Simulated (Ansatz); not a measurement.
**Lu₄Cl₅, a known structure type with other elements, at an estimated volume**

```yaml
crystal:
  lattice:
    - [0.00000, 3.63194, 0.00000]
    - [8.37698, -1.81597, 0.00000]
    - [1.73431, 0.00000, -7.47046]
  atoms:
    - { symbol: Lu, position: [0.63880, 0.27760, 0.92880] }
    - { symbol: Lu, position: [0.36120, 0.72240, 0.07120] }
    - { symbol: Lu, position: [0.00010, 0.00020, 0.19790] }
    - { symbol: Lu, position: [0.99990, 0.99980, 0.80210] }
    - { symbol: Cl, position: [0.50000, 0.00000, 0.50000] }
    - { symbol: Cl, position: [0.17220, 0.34440, 0.17550] }
    - { symbol: Cl, position: [0.82780, 0.65560, 0.82450] }
    - { symbol: Cl, position: [0.16780, 0.33560, 0.65530] }
    - { symbol: Cl, position: [0.83220, 0.66440, 0.34470] }
```

Level: PBE, spin-orbit coupling; 420 eV; 5×5×3 Γ-centred mesh; fermi-dirac occupations (width 0.1 eV); Ansatz 0.2.0, fixed geometry.

The state carries no moments; the state need not be the lowest.

**Question.** Which atom feels the largest force, and which way?

**Answer.** The largest is on Lu3 (and as large on other atoms): 1.63 eV/Å, components (0.24, 0.00, -1.61). It makes 75° with the line to a nearest neighbour, Cl9 at 2.78 Å.

**Question.** What happens at the Fermi level?

**Answer.** It is a metal, with about 5.2 states/eV a cell as the mean within 0.25 eV of the Fermi level, mostly Lu d (86 %).

**Question.** What does the stress say?

**Answer.** The pressure is 0.2 GPa (compression positive), so with the atoms held at these fractions the cell is close to zero pressure; the forces are large, so a full relaxation may end otherwise. The principal stresses -1.6, 0.4, 1.7 GPa differ, so its shape would change too.

**Question.** Is it stable against the elements?

**Answer.** -1.46 eV an atom against the elements' usual phases (free molecules for gases, crystals otherwise, with no correction for O₂ or N₂), so it is bound against them; other compounds may still compete. Relaxing would lower it.

Origin: a known structure type with other elements, at an estimated volume, so it need not be a known compound. Caveats: started without moments under time reversal, so no moment could form; the k mesh is coarse if the cell is a metal; atoms or cell far from equilibrium.
